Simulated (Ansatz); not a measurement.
Ansatz input file:

```yaml
crystal:
  lattice:
    - [3.8507104494, 0.0, 0.0]
    - [0.0, 3.8507104494, 0.0]
    - [0.0, 0.0, 24.7760656742]
  atoms:
    - { symbol: Tl, position: [0.5, 0.5, 0.3430730331] }
    - { symbol: Tl, position: [0.0, 0.0, 0.4207833222] }
    - { symbol: Tl, position: [0.5, 0.5, 0.4980799331] }
    - { symbol: Tl, position: [0.0, 0.0, 0.5703417946] }
    - { symbol: Zn, position: [0.0, 0.25, 0.6712456278] }
basis:
  ecutwfc: 420
kpoints:
  mp_grid: { grid: [8, 8, 1] }
hamiltonian:
  xc: pbesol
scf:
  occupations: { method: gaussian, width: 0.1 }
output:
  forces: true
  eigenvalues: true
relax:
  adjacent_minimum: "off"
  f_tol: 0.02
  max_steps: 25
  constraints: [{ sites: [0, 1, 2, 3] }, { site: 4, fix: xy }]
efield:
  axis: 3
  dipole_correction: true
```

It can be run as
```bash
ansatz run input.yaml --threads 1 --pin off --backend cpu --events-out ev --progress --plain --runs-dir out  # memory cap (--max-ram) not shown
```

Theory: Ansatz, DFT PBEsol, scalar-relativistic, plane waves, PAW.

Abridged output:

```
Pseudopotentials: kind: paw
Pseudopotential: Tl, paw, valence charge 13, recommended cutoff 420 eV (normal)
Pseudopotential: Zn, paw, valence charge 12, recommended cutoff 420 eV (normal)
Functional definition: PBEsol
Crystal: 5 atoms, lattice volume = 367.379 Å³
Basis set: ecut = 420 eV, 7243 PW (Γ), exchange–correlation on 54×54×360 points (8 copies of the dense FFT grid, shifted against one another)
Bands: 39, of which v1, the nominal top of the filled ones, is band 32 counted from 1 (31 counted from 0)
Symmetry: 2 space group operations
Space group: Pm (ITA 6), of the structure as read, at distance tolerance 7.2e-5 Å
k-points: 25 of 64 (time reversal used)
Initial density: superposition of atomic densities (neutral atoms: chi_scale 0, normalization atom), corrected by the library's trained network
Initial wavefunctions: pseudopotential atomic-orbital guess
Functional: x = pbesol(κ = 0.804, μ = 0.12345679), c = pbesol(β = 0.046)
SCF iter   1: F=—  HF=-48461.618733 eV  |F-HF|=—  |Δ(HF+E_count)|=         —  Δρ=1.89e-3  dr2=4.21e-2  ethr=1.77e-3  p=-0.024 e·Å  D=-1.16e-2 V/Å  ΔV_dip=0.29 eV  dr2_dipole=9.75e-3  V_vac-E_F(+/−)=4.02/3.74 eV  ⟨swp⟩=8.4  Hψ=4499  notcnv=0
efield: sawtooth ramp at fractional position 0.9572 (placed from the atoms, in the widest stretch of the axis that holds none; the zero of the levels goes with the place), width 0.1000; the density the first Hamiltonian is built on has a dipole p = -0.024 e·Å; the dipole correction subtracts the counter field D = -1.16e-2 V/Å, which shifts the + side's vacuum level by +0.29 eV against the − side's; the planar-averaged density in the ramp window peaks in size at 2.1e-5 e/Å³
SCF iter   2: F=—  HF=-48461.612402 eV  |F-HF|=—  |Δ(HF+E_count)|=   6.33e-3  Δρ=1.74e-3  dr2=1.17e-2  ethr=6.58e-5  p=-0.042 e·Å  D=-2.06e-2 V/Å  ΔV_dip=0.51 eV  dr2_dipole=2.04e-4  V_vac-E_F(+/−)=4.14/3.63 eV  ⟨swp⟩=2.0  Hψ=2012  notcnv=0  defer=28
SCF iter   3: F=—  HF=-48461.609194 eV  |F-HF|=—  |Δ(HF+E_count)|=   3.21e-3  Δρ=7.74e-4  dr2=2.43e-3  ethr=1.83e-5  p=-0.038 e·Å  D=-1.89e-2 V/Å  ΔV_dip=0.47 eV  dr2_dipole=2.72e-4  V_vac-E_F(+/−)=4.10/3.63 eV  ⟨swp⟩=2.0  Hψ=1728  notcnv=0  defer=28
SCF iter   4: F=—  HF=-48461.608387 eV  |F-HF|=—  |Δ(HF+E_count)|=   8.07e-4  Δρ=3.92e-4  dr2=7.84e-4  ethr=3.79e-6  p=-0.041 e·Å  D=-2.00e-2 V/Å  ΔV_dip=0.50 eV  dr2_dipole=7.06e-5  V_vac-E_F(+/−)=4.11/3.62 eV  ⟨swp⟩=2.0  Hψ=1204  notcnv=0  defer=28
SCF iter   5: F=—  HF=-48461.608159 eV  |F-HF|=—  |Δ(HF+E_count)|=   2.28e-4  Δρ=7.86e-5  dr2=5.39e-5  ethr=1.23e-6  p=-0.042 e·Å  D=-2.06e-2 V/Å  ΔV_dip=0.51 eV  dr2_dipole=5.23e-6  V_vac-E_F(+/−)=4.12/3.61 eV  ⟨swp⟩=3.0  Hψ=2002  notcnv=0  defer=22
SCF iter   6: F=—  HF=-48461.608158 eV  |F-HF|=—  |Δ(HF+E_count)|=   9.93e-7  Δρ=2.76e-5  dr2=1.37e-5  ethr=8.42e-8  p=-0.042 e·Å  D=-2.05e-2 V/Å  ΔV_dip=0.51 eV  dr2_dipole=2.67e-7  V_vac-E_F(+/−)=4.12/3.61 eV  ⟨swp⟩=2.0  Hψ=1137  notcnv=0  defer=19
SCF iter   7: F=-48461.608157 eV  HF=-48461.608158 eV  |F-HF|=7.57e-7  |Δ(HF+E_count)|=   3.04e-7  Δρ=1.24e-5  dr2=1.01e-6  ethr=1.56e-8  p=-0.042 e·Å  D=-2.05e-2 V/Å  ΔV_dip=0.51 eV  dr2_dipole=5.87e-8  V_vac-E_F(+/−)=4.12/3.61 eV  ⟨swp⟩=11.0  Hψ=4431  notcnv=0
SCF iter   8: F=-48461.608158 eV  HF=-48461.608158 eV  |F-HF|=5.74e-8  |Δ(HF+E_count)|=   1.45e-7  Δρ=2.06e-6  dr2=7.56e-8  ethr=1.58e-9  p=-0.042 e·Å  D=-2.05e-2 V/Å  ΔV_dip=0.51 eV  dr2_dipole=2.14e-8  V_vac-E_F(+/−)=4.12/3.61 eV  ⟨swp⟩=3.5  Hψ=3224  notcnv=0
SCF iter   9: F=-48461.608158 eV  HF=-48461.608158 eV  |F-HF|=9.46e-10  |Δ(HF+E_count)|=   2.14e-8  Δρ=6.19e-7  dr2=2.19e-9  ethr=1.18e-10  p=-0.042 e·Å  D=-2.05e-2 V/Å  ΔV_dip=0.51 eV  dr2_dipole=2.42e-11  V_vac-E_F(+/−)=4.12/3.61 eV  ⟨swp⟩=2.2  Hψ=2982  notcnv=0
SCF 1 converged in 9 iterations: F = -48461.608158 eV  dr2 = 2.19e-9
relax step   1: F+E_penalty+E_count = -48461.60815802 eV  Δ(F+E_penalty+E_count) = +0.000e0 eV  max|allowed force component| = 3.167e-1 eV/Å  Δτ_max = 0.0000 Å  (9 SCF iters, dr2 threshold 1.00e-5 eV, accepted)
Initial density: handed on by an earlier stage of this run
Initial wavefunctions: those handed on with the density
SCF iter   1: F=—  HF=-48461.621582 eV  |F-HF|=—  |Δ(HF+E_count)|=         —  Δρ=3.16e-4  dr2=7.63e-4  ethr=3.16e-6  p=-0.042 e·Å  D=-2.05e-2 V/Å  ΔV_dip=0.51 eV  dr2_dipole=2.39e-4  V_vac-E_F(+/−)=4.11/3.60 eV  ⟨swp⟩=2.1  Hψ=3056  notcnv=0  defer=41
efield: sawtooth ramp at fractional position 0.9572 (handed on by an earlier solve), width 0.1000; the density the first Hamiltonian is built on has a dipole p = -0.042 e·Å; the dipole correction subtracts the counter field D = -2.05e-2 V/Å, which shifts the + side's vacuum level by +0.51 eV against the − side's; the planar-averaged density in the ramp window peaks in size at 3.2e-6 e/Å³
SCF iter   2: F=—  HF=-48461.621635 eV  |F-HF|=—  |Δ(HF+E_count)|=   5.25e-5  Δρ=3.75e-4  dr2=4.58e-4  ethr=1.19e-6  p=-0.040 e·Å  D=-1.96e-2 V/Å  ΔV_dip=0.49 eV  dr2_dipole=2.61e-5  V_vac-E_F(+/−)=4.09/3.60 eV  ⟨swp⟩=2.2  Hψ=1543  notcnv=0  defer=41
SCF iter   3: F=—  HF=-48461.621492 eV  |F-HF|=—  |Δ(HF+E_count)|=   1.43e-4  Δρ=8.52e-5  dr2=6.69e-5  ethr=7.15e-7  p=-0.040 e·Å  D=-1.99e-2 V/Å  ΔV_dip=0.49 eV  dr2_dipole=1.29e-5  V_vac-E_F(+/−)=4.10/3.60 eV  ⟨swp⟩=2.0  Hψ=1203  notcnv=0  defer=41
SCF iter   4: F=—  HF=-48461.621481 eV  |F-HF|=—  |Δ(HF+E_count)|=   1.05e-5  Δρ=2.67e-5  dr2=1.46e-5  ethr=1.04e-7  p=-0.040 e·Å  D=-1.99e-2 V/Å  ΔV_dip=0.49 eV  dr2_dipole=5.39e-6  V_vac-E_F(+/−)=4.10/3.60 eV  ⟨swp⟩=2.0  Hψ=1172  notcnv=0  defer=41
SCF iter   5: F=-48461.621480 eV  HF=-48461.621480 eV  |F-HF|=8.32e-7  |Δ(HF+E_count)|=   7.03e-7  Δρ=8.61e-6  dr2=9.21e-7  ethr=9.80e-9  p=-0.040 e·Å  D=-1.99e-2 V/Å  ΔV_dip=0.49 eV  dr2_dipole=1.50e-7  V_vac-E_F(+/−)=4.10/3.60 eV  ⟨swp⟩=11.3  Hψ=4429  notcnv=0
SCF 2 converged in 5 iterations: F = -48461.621480 eV  dr2 = 9.21e-7
relax step   2: F+E_penalty+E_count = -48461.62147954 eV  Δ(F+E_penalty+E_count) = -1.332e-2 eV  max|allowed force component| = 1.997e-1 eV/Å  Δτ_max = 0.0520 Å  (5 SCF iters, dr2 threshold 6.27e-6 eV, accepted)
SCF iter   1: F=—  HF=-48461.632498 eV  |F-HF|=—  |Δ(HF+E_count)|=         —  Δρ=4.99e-4  dr2=3.14e-3  ethr=3.46e-5  p=-0.040 e·Å  D=-1.99e-2 V/Å  ΔV_dip=0.49 eV  dr2_dipole=1.26e-3  V_vac-E_F(+/−)=4.09/3.59 eV  ⟨swp⟩=4.9  Hψ=2829  notcnv=0  defer=42
efield: sawtooth ramp at fractional position 0.9572 (handed on by an earlier solve), width 0.1000; the density the first Hamiltonian is built on has a dipole p = -0.040 e·Å; the dipole correction subtracts the counter field D = -1.99e-2 V/Å, which shifts the + side's vacuum level by +0.49 eV against the − side's; the planar-averaged density in the ramp window peaks in size at 3.8e-6 e/Å³
SCF iter   2: F=—  HF=-48461.632668 eV  |F-HF|=—  |Δ(HF+E_count)|=   1.69e-4  Δρ=5.82e-4  dr2=9.94e-4  ethr=4.91e-6  p=-0.037 e·Å  D=-1.80e-2 V/Å  ΔV_dip=0.45 eV  dr2_dipole=2.77e-6  V_vac-E_F(+/−)=4.04/3.60 eV  ⟨swp⟩=2.0  Hψ=1449  notcnv=0  defer=42
SCF iter   3: F=—  HF=-48461.632111 eV  |F-HF|=—  |Δ(HF+E_count)|=   5.56e-4  Δρ=1.50e-4  dr2=1.19e-4  ethr=1.55e-6  p=-0.038 e·Å  D=-1.86e-2 V/Å  ΔV_dip=0.46 eV  dr2_dipole=6.15e-6  V_vac-E_F(+/−)=4.06/3.60 eV  ⟨swp⟩=2.0  Hψ=1203  notcnv=0  defer=42
SCF iter   4: F=—  HF=-48461.632079 eV  |F-HF|=—  |Δ(HF+E_count)|=   3.27e-5  Δρ=3.56e-5  dr2=2.75e-5  ethr=1.87e-7  p=-0.038 e·Å  D=-1.87e-2 V/Å  ΔV_dip=0.46 eV  dr2_dipole=8.50e-6  V_vac-E_F(+/−)=4.06/3.60 eV  ⟨swp⟩=2.0  Hψ=1228  notcnv=0  defer=42
SCF iter   5: F=—  HF=-48461.632078 eV  |F-HF|=—  |Δ(HF+E_count)|=   7.49e-7  Δρ=1.22e-5  dr2=3.67e-6  ethr=4.30e-8  p=-0.038 e·Å  D=-1.87e-2 V/Å  ΔV_dip=0.46 eV  dr2_dipole=6.52e-7  V_vac-E_F(+/−)=4.06/3.60 eV  ⟨swp⟩=1.5  Hψ=978  notcnv=0  defer=42
SCF iter   6: F=-48461.632078 eV  HF=-48461.632078 eV  |F-HF|=1.99e-8  |Δ(HF+E_count)|=   3.17e-8  Δρ=3.07e-6  dr2=6.13e-8  ethr=3.90e-9  p=-0.038 e·Å  D=-1.87e-2 V/Å  ΔV_dip=0.46 eV  dr2_dipole=6.19e-9  V_vac-E_F(+/−)=4.06/3.60 eV  ⟨swp⟩=10.8  Hψ=4202  notcnv=0
SCF iter   7: F=-48461.632078 eV  HF=-48461.632078 eV  |F-HF|=2.78e-9  |Δ(HF+E_count)|=   4.75e-8  Δρ=1.40e-6  dr2=1.71e-8  ethr=9.57e-11  p=-0.038 e·Å  D=-1.87e-2 V/Å  ΔV_dip=0.46 eV  dr2_dipole=2.37e-11  V_vac-E_F(+/−)=4.06/3.60 eV  ⟨swp⟩=3.3  Hψ=3023  notcnv=0
SCF iter   8: F=-48461.632078 eV  HF=-48461.632078 eV  |F-HF|=6.18e-10  |Δ(HF+E_count)|=   6.78e-9  Δρ=4.33e-7  dr2=1.91e-9  ethr=2.67e-11  p=-0.038 e·Å  D=-1.87e-2 V/Å  ΔV_dip=0.46 eV  dr2_dipole=2.49e-11  V_vac-E_F(+/−)=4.06/3.60 eV  ⟨swp⟩=2.3  Hψ=2812  notcnv=0
SCF 3 converged in 8 iterations: F = -48461.632078 eV  dr2 = 1.91e-9
relax step   3: F+E_penalty+E_count = -48461.63207796 eV  Δ(F+E_penalty+E_count) = -1.060e-2 eV  max|allowed force component| = 4.847e-2 eV/Å  Δτ_max = 0.0886 Å  (8 SCF iters, dr2 threshold 2.49e-6 eV, accepted)
SCF iter   1: F=—  HF=-48461.633190 eV  |F-HF|=—  |Δ(HF+E_count)|=         —  Δρ=1.98e-4  dr2=7.10e-4  ethr=8.53e-6  p=-0.038 e·Å  D=-1.87e-2 V/Å  ΔV_dip=0.46 eV  dr2_dipole=3.42e-4  V_vac-E_F(+/−)=4.05/3.59 eV  ⟨swp⟩=3.0  Hψ=2349  notcnv=0  defer=46
efield: sawtooth ramp at fractional position 0.9572 (handed on by an earlier solve), width 0.1000; the density the first Hamiltonian is built on has a dipole p = -0.038 e·Å; the dipole correction subtracts the counter field D = -1.87e-2 V/Å, which shifts the + side's vacuum level by +0.46 eV against the − side's; the planar-averaged density in the ramp window peaks in size at 3.4e-6 e/Å³
SCF iter   2: F=—  HF=-48461.633217 eV  |F-HF|=—  |Δ(HF+E_count)|=   2.77e-5  Δρ=2.24e-4  dr2=1.54e-4  ethr=1.11e-6  p=-0.036 e·Å  D=-1.77e-2 V/Å  ΔV_dip=0.44 eV  dr2_dipole=9.36e-6  V_vac-E_F(+/−)=4.03/3.59 eV  ⟨swp⟩=2.0  Hψ=1417  notcnv=0  defer=46
SCF iter   3: F=—  HF=-48461.633160 eV  |F-HF|=—  |Δ(HF+E_count)|=   5.70e-5  Δρ=6.68e-5  dr2=1.72e-5  ethr=2.41e-7  p=-0.037 e·Å  D=-1.80e-2 V/Å  ΔV_dip=0.45 eV  dr2_dipole=7.91e-7  V_vac-E_F(+/−)=4.04/3.59 eV  ⟨swp⟩=2.0  Hψ=1204  notcnv=0  defer=46
SCF iter   4: F=—  HF=-48461.632948 eV  |F-HF|=—  |Δ(HF+E_count)|=   2.12e-4  Δρ=1.66e-5  dr2=2.49e-6  ethr=2.69e-8  p=-0.037 e·Å  D=-1.81e-2 V/Å  ΔV_dip=0.45 eV  dr2_dipole=1.15e-7  V_vac-E_F(+/−)=4.04/3.59 eV  ⟨swp⟩=2.0  Hψ=1222  notcnv=0  defer=46
SCF iter   5: F=—  HF=-48461.632948 eV  |F-HF|=—  |Δ(HF+E_count)|=   1.49e-7  Δρ=5.02e-6  dr2=6.80e-7  ethr=3.89e-9  p=-0.037 e·Å  D=-1.82e-2 V/Å  ΔV_dip=0.45 eV  dr2_dipole=2.63e-8  V_vac-E_F(+/−)=4.04/3.59 eV  ⟨swp⟩=2.0  Hψ=1359  notcnv=0  defer=46
SCF iter   6: F=-48461.632948 eV  HF=-48461.632948 eV  |F-HF|=3.42e-8  |Δ(HF+E_count)|=   3.71e-8  Δρ=1.49e-6  dr2=4.69e-8  ethr=1.56e-10  p=-0.037 e·Å  D=-1.82e-2 V/Å  ΔV_dip=0.45 eV  dr2_dipole=9.11e-9  V_vac-E_F(+/−)=4.04/3.59 eV  ⟨swp⟩=10.4  Hψ=4572  notcnv=0
SCF 4 converged in 6 iterations: F = -48461.632948 eV  dr2 = 4.69e-8
relax step   4: F+E_penalty+E_count = -48461.63294819 eV  Δ(F+E_penalty+E_count) = -8.702e-4 eV  max|allowed force component| = 8.419e-5 eV/Å  Δτ_max = 0.0369 Å  (6 SCF iters, accepted)
SCF converged after 6 iterations
Free energy (F): -48461.632948 eV
Harris-Foulkes:  -48461.632948 eV  (|F-HF|=3.42e-8)
Internal energy: -48461.614297 eV  (E = F + TS)
E sigma→0 (E₀):  -48461.623623 eV
Entropy (-TS):   -0.018651 eV (-3.730 meV/atom)
Fermi energy:    1.167834 eV
Dipole field:    D = -0.018115 V/Å  (p = -0.036778 e·Å, saw-weighted, corrected)
Work function:   Φ+ = 4.0419 eV   Φ− = 3.5931 eV
Levels:          The Fermi level and band energies are counted from a zero that moves with the ramp; work functions are not
--- Per-component energies (eV) ---
  E_band       = -500.052459
  E_kinetic    = 1461.575071
  E_local      = -42845.643348  (includes V_loc(G=0)·N_el)
  E_nonlocal   = 1890.914771
  E_hartree    = 20548.855439
  E_xc         = -1047.151034
  E_vxc        = -616.118148  (∫ρ·V_xc dr)
  E_paw        = -41859.213682  (= ΣΔE_a)
  E_vpaw       = -1488.253945  (= ΣTr[D̂ρ^β])
  E_aug_tail   = -0.000230  (compensation charges beyond the density's cutoff)
  E_efield     = 0.000333  (sawtooth field / dipole correction)
  E_vefield    = -0.222684  (∫n·V_field dr)
  E_ewald      = 13388.097968
  E_core_change = 0.950415  (= ΣΔE_core)
  E_smearing   = -0.018651  (= −TS)
--- Forces (eV/Å), atoms counted from 1 ---
  atom   1  Tl     0.00000000    -0.04136046     0.18700628
  atom   2  Tl     0.00000000     0.03421873    -0.18686424
  atom   3  Tl     0.00000000    -0.01999724    -0.02351659
  atom   4  Tl     0.00000000    -0.07844980     0.02343452
  atom   5  Zn     0.00000000     0.10558316    -0.00008419
--- Band table (eV; the first three rows and the last of 25) ---
  k-point 0: bands = ["-10.5643", "-10.5325", "-10.4132", "-10.3668", "-10.3648", "-10.3602", "-10.3195", "-10.2736", "-10.2697", "-10.2054", "-10.1689", "-10.0841", "-10.0546", "-10.0529", "-9.9823", "-9.9632", "-9.9544", "-9.8157", "-9.8124", "-9.7612", "-8.4264", "-6.9475", "-5.5239", "-5.5004", "-5.4431", "-5.4387", "-5.4051", "-4.7216", "-2.7767", "-1.1635", "2.0865", "2.5986", "3.1714", "3.1818", "4.4334", "4.7358", "4.8586", "4.9077", "5.2769"]
  k-point 1: bands = ["-10.5356", "-10.5003", "-10.4172", "-10.4048", "-10.3764", "-10.3685", "-10.3129", "-10.2689", "-10.2636", "-10.2328", "-10.1805", "-10.0983", "-10.0280", "-10.0175", "-9.9784", "-9.9715", "-9.9589", "-9.8491", "-9.7878", "-9.7604", "-8.2439", "-6.7705", "-5.5162", "-5.4891", "-5.4484", "-5.4382", "-5.4090", "-4.5787", "-2.6968", "-1.2714", "1.4576", "2.2274", "2.7435", "3.3966", "3.8388", "4.6338", "5.0261", "5.0680", "5.2902"]
  k-point 2: bands = ["-10.4877", "-10.4654", "-10.4599", "-10.4346", "-10.3968", "-10.3859", "-10.2821", "-10.2766", "-10.2590", "-10.2359", "-10.2081", "-10.0510", "-10.0201", "-9.9920", "-9.9905", "-9.9698", "-9.9515", "-9.9223", "-9.7644", "-9.7351", "-7.6945", "-6.2614", "-5.4958", "-5.4664", "-5.4505", "-5.4373", "-5.4184", "-4.1988", "-2.8414", "-1.6470", "0.7330", "0.7809", "2.6420", "2.8684", "4.0517", "4.2154", "4.5312", "5.5042", "5.5129"]
  k-point 24: bands = ["-10.5385", "-10.5370", "-10.4981", "-10.4654", "-10.4073", "-10.4021", "-10.3275", "-10.2623", "-10.1216", "-10.1087", "-10.0871", "-10.0473", "-10.0326", "-9.9534", "-9.9531", "-9.9434", "-9.9313", "-9.9262", "-9.7841", "-9.7804", "-5.5322", "-5.4776", "-5.4670", "-5.4551", "-5.3742", "-3.6767", "-3.5802", "-3.2122", "-3.1492", "-1.0606", "-0.9953", "0.0190", "0.7107", "0.9032", "2.4154", "2.7344", "2.9971", "3.2156", "3.7799"]
--- Relaxed structure (4 steps of the walk, 4 accepted, 0 SCFs on fresh bases) ---
  F+E_penalty+E_count = -48461.63294819 eV   max|allowed force component| = 8.419e-5 eV/Å
  atoms:
    - { symbol: Tl, position: [0.5, 0.5, 0.3430730331] }
    - { symbol: Tl, position: [0.0, 0.0, 0.4207833222] }
    - { symbol: Tl, position: [0.5, 0.5, 0.49807993] }
    - { symbol: Tl, position: [0.0, 0.0, 0.5703417946] }
    - { symbol: Zn, position: [0.0, 0.25, 0.67841115] }
```

The relaxation met its thresholds.

Spin–orbit coupling is left out, which can shift energies with elements as heavy as these.